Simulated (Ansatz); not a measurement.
## VSb: from a starting cell to a relaxed one

The start is a relaxed VSb cell, doubled along one cell vector, shaken by Gaussian noise of σ = 0.08 Å a coordinate. A full variable-cell relaxation at zero pressure is run with PBE (plane waves to 420 eV, PAW, scalar-relativistic; Ansatz, an electronic-structure program). The first steps use a coarse 8×4×6 k-mesh.

Input geometry:
```
CELL_PARAMETERS angstrom
      4.56461     0.00000     0.00000
     -4.56461     7.90614     0.00000
      0.00000     0.00000     5.87416
ATOMIC_POSITIONS crystal
  Sb 0.00111 0.00118 0.00671
  Sb 0.97916 0.50526 0.00467
  Sb 0.00448 0.01093 0.50174
  Sb 0.03143 0.51165 0.50205
  V  0.32986 0.32571 0.50714
  V  0.33086 0.82915 0.51028
  V  0.66619 0.17617 0.50578
  V  0.67706 0.67184 0.50508
```

Problem. Which atoms feel the largest initial force, and how large is it?

Solution. 1.76 eV/Å, on V5 (atoms numbered as listed).

Problem. By how much does the energy per atom fall from start to end?

Solution. 0.86 eV/atom.

Problem. Is the parent structure recovered?

Solution. It does not go back: it reaches P6/mmm (No. 191), 0.84 eV/atom below the parent.

Problem. Give the final cell and atomic positions.

Solution. 
Space group P6/mmm (No. 191); a = 4.191 Å, b = 4.191 Å, c = 6.076 Å, α = 90.00°, β = 90.00°, γ = 120.00°

```tsv
atom	site	symmetry	x	y	z
Sb	2e	6mm	0.0000	0.0000	0.2571
V	2c	-6m2	0.3333	0.6667	0.0000
```

Final values are on a 13×13×8 k-mesh of the relaxed cell. No spin polarisation in the result.

The relaxed structure here is a generated cell of VSb: the first start was made by a random draw of sites in a space group, and the end was not matched to a known phase here, so it may be hypothetical.
